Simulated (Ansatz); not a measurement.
Sb:
```
Sb
1.0
   -3.30829     3.30829     3.30829
    3.30829    -3.30829     3.30829
    3.30829     3.30829    -3.30829
Sb
4
Direct
  0.69104   0.00000   0.00000
  0.00000   0.69104   0.00000
  0.00000   0.00000   0.69104
  0.30896   0.30896   0.30896
```

Plane-wave PAW PBE+D3(BJ) (Ansatz code) gives a gap of 0.15 eV without spin–orbit coupling, maximum at Γ, minimum at Γ.

Problem. What happens when spin–orbit coupling is switched on?

Solution. The gap closes at this level.

Space group I-43m. The start of the workflow was typed in or built on a structure type; neither database checked (COD, Materials Project) lists it. It is not the phase usual at ambient conditions (space group No. 166). Symmetry was held in the PBE+D3(BJ) relaxation; whether a distortion lowers the energy is not shown.

Potentials: the earlier of the program's two PAW sets.
